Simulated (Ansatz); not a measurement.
Starting cell, InSb (zinc blende):

```xyz
2
Lattice="0.0000 3.2596 3.2596 3.2596 0.0000 3.2596 3.2596 3.2596 0.0000" Properties=species:S:1:pos:R:3 pbc="T T T"
Sb     4.8894     4.8894     4.8894
In     0.0000     0.0000     0.0000
```

Two-dimensional scan of atom 1 (Sb, nearest neighbour In at 2.823 Å; its periodic images, 4.6 Å or more away, move with it): u runs along (1.000, 0.000, 0.000), v along (0.000, 1.000, 0.000) (Cartesian). Cell and other atoms are fixed.

Calculation: PBEsol (plane waves to 420 eV, PAW, scalar-relativistic; Ansatz, a program for electronic structure). k mesh 10×10×10 (Γ-centred), Fermi-Dirac smearing 0.05 eV. With partly filled bands, energies and forces of such displacements shift with the k mesh and the smearing. Fu and Fv are the components of the force on the atom. At this level the bands of InSb touch or barely overlap; measurements give the solid a gap. InSb was relaxed with its symmetry unable to fall. Spin-orbit coupling is left out, though Sb is heavy. 

| Fv (eV/Å) | u = -0.420 | u = -0.210 | u = 0.000 | u = 0.210 | u = 0.420 |
|---|---|---|---|---|---|
| v = -0.420 | [?] | 2.65 | [?] | 2.65 | [?] |
| v = -0.210 | 1.72 | 1.42 | 1.33 | 1.42 | 1.72 |
| v = 0.000 | 0.00 | 0.00 | 0.00 | 0.00 | 0.00 |
| v = 0.210 | -1.72 | -1.42 | -1.33 | -1.42 | -1.72 |
| v = 0.420 | [?] | -2.65 | [?] | -2.65 | [?] |

Question: Complete the blanks.

Answer: 
- v = -0.420, u = -0.420: 3.24
- v = -0.420, u = 0.000: 2.45
- v = -0.420, u = 0.420: 3.24
- v = 0.420, u = -0.420: -3.24
- v = 0.420, u = 0.000: -2.45
- v = 0.420, u = 0.420: -3.24

(A displaced cell: forces are minus the slopes of the energy, force constants its curvatures, and phonons follow from these.)
